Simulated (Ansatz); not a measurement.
TaAlO4:
```
TaAlO4
1.0
    6.07720     1.89096     0.00000
   -6.07720     1.89096     0.00000
   -1.96541     0.00000     6.14759
Ta Al O
2 2 8
Cartesian
 -5.24702   1.89096   1.42571
  3.28161   1.89096   4.72189
 -5.24800   1.89096   5.04414
  3.28259   1.89096   1.10345
  1.32288   1.89096   1.24267
 -3.28829   1.89096   4.90492
 -7.07944   1.89096   5.31752
  5.11403   1.89096   0.83007
  3.42775   1.89096   2.91924
 -5.39316   1.89096   3.22835
  1.20335   1.89096   5.27265
 -3.16876   1.89096   0.87494
```

Relaxed with PBEsol.

Question: Map the electron localisation function on the plane through (0.106, 0.894, 0.232) spanned by u = [0, 0, 1] and v = [1, -1, 1] in lattice vectors, from DFT-PBEsol in the program Ansatz with PAW potentials.

Answer: x is the fraction of u, y of v (the angle between them is 77°; rows are the nearest grid lines); atoms in the plane: Ta at (0.00, 0.00), Ta at (0.75, 0.79), Al at (0.49, 0.10), Al at (0.25, 0.69), O at (0.43, 0.54), O at (0.31, 0.25), O at (0.68, 0.95), O at (0.07, 0.84), O at (0.49, 0.75), O at (0.26, 0.04).
```
y \ x   0.000  0.0938  0.188  0.281  0.375  0.469  0.531  0.625  0.719  0.812  0.906   1.00
------  -----  ------  -----  -----  -----  -----  -----  -----  -----  -----  -----  -----
1.00    0.015   0.650  0.717  0.748  0.786  0.095  0.603  0.859  0.807  0.153  0.792  0.015
0.925   0.268   0.220  0.078  0.245  0.099  0.031  0.424  0.812  0.648  0.681  0.086  0.268
0.850   0.740   0.535  0.734  0.036  0.266  0.502  0.203  0.251  0.549  0.275  0.359  0.740
0.775   0.522   0.827  0.795  0.117  0.824  0.548  0.738  0.293  0.283  0.598  0.210  0.522
0.700   0.718   0.404  0.006  0.018  0.631  0.823  0.810  0.676  0.123  0.179  0.597  0.718
0.625   0.253   0.834  0.297  0.255  0.642  0.221  0.052  0.029  0.021  0.344  0.815  0.253
0.550   0.669   0.519  0.042  0.594  0.724  0.610  0.819  0.188  0.007  0.012  0.297  0.669
0.450   0.003   0.005  0.006  0.023  0.409  0.622  0.544  0.178  0.014  0.004  0.002  0.003
0.375   0.004   0.023  0.071  0.092  0.023  0.008  0.009  0.008  0.004  0.001  0.001  0.004
0.300   0.007   0.141  0.740  0.809  0.808  0.215  0.015  0.011  0.022  0.009  0.004  0.007
0.225   0.006   0.030  0.656  0.751  0.790  0.561  0.054  0.489  0.782  0.650  0.072  0.006
0.150   0.047   0.073  0.067  0.089  0.368  0.076  0.078  0.807  0.511  0.688  0.631  0.047
0.0750  0.506   0.299  0.819  0.819  0.790  0.007  0.009  0.114  0.369  0.493  0.263  0.506
0.000   0.015   0.650  0.717  0.748  0.786  0.095  0.603  0.859  0.807  0.153  0.792  0.015
```

The density is the valence pseudo-density with augmentation charge, so density and ELF within about 1 Å of a nucleus are not all-electron values.

Space group C2/m. The workflow started from a Materials Project entry (that database holds measured and hypothetical structures alike); the Crystallography Open Database files this formula in space group No. 12, but the cells were not matched. Its standing as an ambient phase is unchecked. Symmetry was held in the PBEsol relaxation; whether a distortion lowers the energy is not shown. The run is not spin-polarised. Spin–orbit coupling is left out wherever it is not named.

Potentials: the later of the program's two PAW sets.
